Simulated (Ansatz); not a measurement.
Nb2SnC:
```
CELL_PARAMETERS angstrom
      3.26296     0.00000     0.00000
     -1.63148     2.82581     0.00000
      0.00000     0.00000    13.79015
ATOMIC_POSITIONS crystal
  Nb 0.33333 0.66667 0.08269
  Nb 0.66667 0.33333 0.91731
  Nb 0.66667 0.33333 0.58269
  Nb 0.33333 0.66667 0.41731
  Sn 0.33333 0.66667 0.75000
  Sn 0.66667 0.33333 0.25000
  C  0.00000 0.00000 0.00000
  C  0.00000 0.00000 0.50000
```

Relaxed with r²SCAN. Special points in fractions of this cell's reciprocal vectors: Γ (0.000, 0.000, 0.000); M (0.500, 0.000, 0.000); K (0.333, 0.333, 0.000); A (0.000, 0.000, 0.500); L (0.500, 0.000, 0.500); H (0.333, 0.333, 0.500).

**Question.** List the band energies nearest the Fermi level at these points for r²SCAN in the plane-wave PAW code Ansatz.

**Answer.** In eV from the Fermi level; about four levels below and three above (degenerate sets whole), none deeper than 8.9 eV; points with the same levels are listed once.

| k | below | above |
|---|---|---|
| Γ | -0.91 -0.91 -0.66 -0.39 | 0.49 0.49 0.76 0.76 |
| M | -3.29 -3.26 -2.86 -2.79 | 0.52 0.80 1.36 |
| K | -1.88 -0.16 -0.16 -0.10 | 0.78 0.78 0.93 |
| A | -0.92 -0.92 -0.92 -0.92 -0.51 -0.51 | 0.62 0.62 0.62 0.62 |
| L | -3.27 -3.27 -2.82 -2.82 | 0.84 0.84 1.10 1.10 |
| H | -1.14 -1.14 -0.30 -0.30 | 1.16 1.16 1.67 1.67 |

Space group P6_3/mmc. The first step of the workflow began from a Materials Project structure, measured or hypothetical; the Crystallography Open Database copy checked does not list it. Whether it is the stable phase at ambient conditions was not checked. Symmetry was held in the r²SCAN relaxation; of distortions, only those at the zone centre were tested. No spin polarisation was allowed. Scalar-relativistic: spin–orbit coupling is off unless named, which matters more the heavier the elements.

Potentials: the later of the program's two PAW sets.
